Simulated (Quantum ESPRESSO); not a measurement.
## Ga4SiP3 (a curve over strain)

A calculation, not a measurement. The program is pw.x of Quantum ESPRESSO 7.5 (plane-wave density functional theory). The cell is made up: 8 atoms on a zincblende/diamond lattice, with randomly drawn elements, strain and displacements, not relaxed. PseudoDojo standard norm-conserving files (v0.5 for PBE, v0.4.1 for LDA and PBEsol) set the functional; there is no spin polarisation, spin-orbit coupling or dispersion term, and the masses in the input are unused placeholders. A spin-polarised start on this cell or one of its family kept no moment.

Seven runs add a strain to one cell (shear xy, as the tensor component); the atoms follow the cell and are not relaxed. Stress in the table is positive in tension.

Input of the run at -0.0013:

```
&control calculation='scf', pseudo_dir='./dojo.nc.sr.pbe.v0_5.standard.upf', outdir='./o', disk_io='medium', tprnfor=.true., tstress=.true. /
&system ibrav=0, nat=8, ntyp=3, nbnd=46, ecutwfc=79.96652505, nosym=.true., tot_charge=0,
 occupations='smearing', smearing='fd', degauss=0.0073498644
/
&electrons conv_thr=7.350e-09, electron_maxstep=60, /
ATOMIC_SPECIES
Ga 1.0 Ga.upf
P 1.0 P.upf
Si 1.0 Si.upf
CELL_PARAMETERS angstrom
5.4224 -0.0267 -0.0012
-0.0267 5.4195 -0.0281
-0.0012 -0.0281 5.4641
ATOMIC_POSITIONS angstrom
Ga -0.0188 -0.046 -0.0546
Ga -0.0092 2.7492 2.7554
Ga 2.7283 0.0915 2.6826
Ga 2.7613 2.5685 -0.0098
Si 1.3674 1.3265 1.285
P 1.2099 3.9254 4.1135
P 4.0785 1.3805 4.0959
P 4.0659 4.1331 1.4042
K_POINTS automatic
6 6 6 1 1 1
```

| added strain | free energy less that of the input shown (eV) | stress xx (GPa) | stress yy (GPa) | stress zz (GPa) | stress xy (GPa) | pressure (GPa) | iterations |
| --- | --- | --- | --- | --- | --- | --- | --- |
| -0.0215 | 0.1015 | -7.36 | -5.72 | -7.41 | -4.21 | 6.83 | 10 |
| -0.0127 | 0.0390 | -7.28 | -5.65 | -7.21 | -2.66 | 6.71 | 10 |
| -0.0058 | 0.0097 | -7.26 | -5.65 | -7.12 | -1.46 | 6.68 | 11 |
| -0.0013 | 0.0000 | -7.27 | -5.67 | -7.09 | -0.67 | 6.68 | 10 |
| +0.0062 | 0.0000 | -7.30 | -5.74 | -7.09 | 0.64 | 6.71 | 10 |
| +0.0130 | 0.0176 | -7.37 | -5.84 | -7.15 | 1.83 | 6.79 | 10 |
| +0.0182 | 0.0427 | -7.45 | -5.94 | -7.23 | 2.75 | 6.87 | 10 |

A cubic fit gives a slope of stress xy against the added strain of 175 GPa at zero added strain, with the atoms clamped. Across the table the free energy follows the integral of the stress to within 0.2 meV. A rerun of one of the cells at 1377 eV and a 8 x 8 x 8 mesh moved values by no more than 0.006 eV in energy, 0.05 GPa in stress and 0.009 eV/Å in force.